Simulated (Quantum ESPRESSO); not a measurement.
```xyz
5
Lattice="4.1968 0.0000 0.0000 -2.0984 3.6346 0.0000 0.0000 0.0000 23.6000" Properties=species:S:1:pos:R:3 pbc="T T T"
Se     2.0984     1.2115     3.6123
Se     0.0000     2.4230    -3.6123
Te     0.0000     0.0000     0.0000
Bi     2.0984     1.2115    -2.1003
Bi     0.0000     2.4230     2.1003
```

The layer was cut from Materials Project entry mp-31406 and relaxed with PBEsol in a cell 23.6 Å high, with the Coulomb interaction truncated along z.

Task: What does norm-conserving PBEsol (Quantum ESPRESSO, 86 Ry, scalar-relativistic) give for the electronic structure near the Fermi level?

Result: The PBEsol gap is indirect, 1.10 eV, from 71 % of the way from K to Γ to Γ; the smallest direct gap is 1.28 eV. The valence-band maximum lies 5.94 eV below the vacuum level. Spin-orbit coupling is left out; with 6p states at a band edge it can lower the gap by many tenths of an eV, most of a small gap.

This is a model layer cut from the bulk structure; whether it is stable on its own was not checked.
